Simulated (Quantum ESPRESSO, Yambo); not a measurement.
Lu2SeO2 (space group P-3m1, No. 164): static response along x against the Γ-centred k mesh (Yambo on PBEsol (pw.x of Quantum ESPRESSO, ONCV potentials, no spin-orbit coupling) bands; 85 bands, 3 Ry block). The smallest direct PBEsol gap is 1.94 eV. Axes are Cartesian, with cell vectors (Å) (3.72, 0.00, 0.00), (-1.86, 3.22, 0.00), (0.00, 0.00, 6.65).

| k mesh | ε(0), independent particles | ε(0), RPA with local fields | rough Yambo cost |
|---|---|---|---|
| 3×3×1 | 8.62 | 7.90 | about 1/6 |
| 3×3×2 | 7.99 | 7.25 | about 1/4 |
| 6×6×4 | 6.85 | 6.15 | 1 |

The last step changes the RPA value by 18 %: not yet converged. Electronic response only; costs are rough.

Geometry of the Materials Project entry, not relaxed at this level; primitive cell a = b = 3.716 Å, c = 6.647 Å, α = β = 90.00°, γ = 120.00°.

The structure is a Materials Project entry; no match was found in the copy of COD used, and its stability was not checked.
